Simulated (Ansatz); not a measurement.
CuAu₃ (Cu3Au type, Pm-3m) at seven volumes, PBEsol in the plane-wave PAW code Ansatz, scaled uniformly. One row is withheld.

```
V (Å³/atom)  P (GPa)
-----------  -------
14.280             ?
14.751         12.56
15.222          5.64
15.692          0.00
16.163         -4.62
16.634         -8.41
17.105        -11.54
```

Question: Fit the shown pressures and predict the withheld one.

Answer: P = (3/2)B₀(x^(7/2) − x^(5/2))[1 + (3/4)(B′ − 4)(x − 1)] with x = (V₀/V)^(2/3). Least squares on the six rows gives V₀ = 15.693 Å³/atom, B₀ = 170 GPa, B′ = 5.62. At V = 14.280, x = 1.0649 and P = 20.90 GPa. The run itself gave 21.00 GPa.

The workflow started from a Materials Project entry (that database holds measured and hypothetical structures alike); the Crystallography Open Database files this formula in space group No. 221, but the cells were not matched. Its standing as an ambient phase is unchecked. The cell was relaxed with PBEsol under the symmetry of its start; of distortions, only those at the zone centre were tested. The run is not spin-polarised. Scalar-relativistic: spin–orbit coupling is off unless named, which matters more the heavier the elements.

Potentials: the later of the program's two PAW sets.
